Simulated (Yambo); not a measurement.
A G0W0@PBEsol run in Yambo for HgI (space group I4/mmm, No. 139) (4×4×4 Γ-centred k mesh, bands 9 to 163 and a 6 Ry block in the screening, 163 bands in G with the Bruneval-Gonze terminator, plasmon pole fitted at 27.2 eV) gives these matrix elements, in eV, at the band edges (N → P):

```tsv
state	E0	<Vxc>	<Σx>	<Σc(E0)>	Z
valence edge	0.000	-12.719	-14.790	1.442	0.799
conduction edge	1.279	-12.782	-9.660	-2.680	0.809
```

Solve the linearised quasiparticle equation for both states, give the gap, and say how exchange and correlation each act on it.

E = E0 + Z(Σx + Σc − Vxc). Valence: 0.000 + 0.799 × (-14.790 + (1.442) − (-12.719)) = -0.50 eV. Conduction: 1.279 + 0.809 × (-9.660 + (-2.680) − (-12.782)) = 1.64 eV. The gap is 2.14 eV, against 1.28 eV in PBEsol. Replacing Vxc by bare exchange alone would open it by 5.19 eV; correlation takes back 4.12 eV of that, and Z scales what is left. Convergence of the G0W0 settings was not tested. The mesh misses a band edge: along a dense path the PBEsol gap is 1.13 eV against 1.28 eV on the mesh. Spin-orbit coupling is left out, which matters for elements this heavy: edges can move by tenths of an eV.

Geometry relaxed with PBE+D3(BJ); primitive cell a = b = c = 6.813 Å, α = β = 138.21°, γ = 60.58°.
